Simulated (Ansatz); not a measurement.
Al2O3 (corundum)

```xyz
10
Lattice="2.4040 1.3879 4.3739 -2.4040 1.3879 4.3739 0.0000 -2.7759 4.3739" Properties=species:S:1:pos:R:3 pbc="T T T"
Al     0.0000     0.0000     4.6205
Al     0.0000     0.0000     1.9403
Al     0.0000     0.0000     8.5011
Al     0.0000     0.0000    11.1813
O     -0.9320     1.3879     7.6543
O     -0.7360    -1.5011     7.6543
O      1.6680     0.1132     7.6543
O      0.9320    -1.3879     5.4673
O      0.7360     1.5011     5.4673
O     -1.6680    -0.1132     5.4673
```

The volume is varied about the relaxed value V₀ at fixed cell shape. The atoms relax within the cell's symmetry.

The numbers are results of PBE (plane waves to 420 eV, PAW, scalar-relativistic; Ansatz, a first-principles code), not measurements. k mesh 8×8×8 (Γ-centred), Fermi-Dirac smearing 0.05 eV. Energies are smeared free energies. With the shape held, the modulus is that of even scaling; a crystal free to change shape is softer. Al2O3 was relaxed with its symmetry unable to fall. The PAW data are Ansatz's earlier set. The zero of ΔE is the relaxed starting cell.

| V (Å³/atom) | ΔE (meV/atom) |
|---|---|
| 8.231 | 25.2 |
| 8.318 | 17.2 |
| 8.406 | 10.8 |
| 8.494 | 6.0 |
| 8.581 | 2.6 |
| 8.669 | 0.7 |
| 8.756 | 0.0 |
| 8.844 | 0.6 |
| 8.931 | 2.4 |
| 9.019 | 5.4 |
| 9.107 | 9.4 |
| 9.194 | 14.5 |
| 9.282 | 20.5 |

**Question.** What is the fitted pressure derivative B₀′?

**Answer.** 4.0.

**Question.** What bulk modulus at fixed cell shape B₀ follows from a third-order Birch-Murnaghan fit?

**Answer.** 230 GPa.

(Under strain, the slope of the energy per volume gives the stress and its curvature an elastic modulus.)
